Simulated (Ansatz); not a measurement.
A: CdSe (wurtzite), a = 4.340 Å, b = 4.340 Å, c = 7.078 Å, α = 90.00°, β = 90.00°, γ = 120.00°
B: AlN (wurtzite), a = 3.1067 Å, b = 3.1067 Å, c = 4.9785 Å, α = 90.00°, β = 90.00°, γ = 120.00°
C: BaTiO₃ (tetragonal-perovskite type, space group P4mm), a = 3.972 Å, b = 3.972 Å, c = 4.113 Å, α = 90.00°, β = 90.00°, γ = 90.00°

Scan: energy against volume (even scaling of the relaxed cell, symmetry kept). One method and one kind of scan serve all of them; meshes and ranges differ. All were relaxed with their symmetry unable to fall. BaTiO3 is run without spin polarisation.

Question: Rank these by bulk modulus at fixed cell shape (fitted) (lowest first), as r2SCAN (plane waves to 500 eV, PAW, scalar-relativistic; Ansatz, a quantum-chemistry and plane-wave program) gives it.

Answer: A (51.4 GPa), C (144 GPa), B (211 GPa)

(Under strain, the slope of the energy per volume gives the stress and its curvature an elastic modulus.)
